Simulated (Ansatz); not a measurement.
The end point of a relaxation of NbP. Calculation: PBEsol (plane waves to 420 eV, PAW, scalar-relativistic; Ansatz, a quantum-chemistry and plane-wave program).

```
CELL_PARAMETERS angstrom
     -1.66024     1.66024     5.64375
      1.66024    -1.66024     5.64375
      1.66024     1.66024    -5.64375
ATOMIC_POSITIONS crystal
  Nb 0.99913 0.99913 0.00000
  Nb 0.74913 0.24913 0.50000
  P  0.41687 0.41687 0.00000
  P  0.16687 0.66687 0.50000
```

Question: Find the space group and the Wyckoff positions (tolerance 0.01 Å).

Answer: Space group I4₁md (No. 109); a = b = 3.320 Å, c = 11.287 Å, α = β = γ = 90.00°

| atom | site | symmetry | x | y | z |
|---|---|---|---|---|---|
| Nb | 4a | 2mm. | 0.0000 | 0.0000 | 0.7491 |
| P | 4a | 2mm. | 0.0000 | 0.0000 | 0.1669 |

Question: Give the shortest distances between elements (the closest pairs, up to four, under 3.6 Å).

Answer: Nb–P 2.52 Å; P–P 3.27 Å; Nb–Nb 3.27 Å.

```json
{
  "volume_per_atom": "15.56 Å³",
  "density": "6.61 g/cm³",
  "band_gap": "no gap on the sampled points, where the bands overlap only slightly; such a result is sensitive to mesh and level"
}
```

No spin polarisation in the result.

The run could not lose the symmetry of its start.

The first start was generated by placing the elements on the sites of a structure type. Materials Project lists a structure of NbP in the same space group, I4₁md (No. 109); the sites were not compared with it, nor with measured phases.
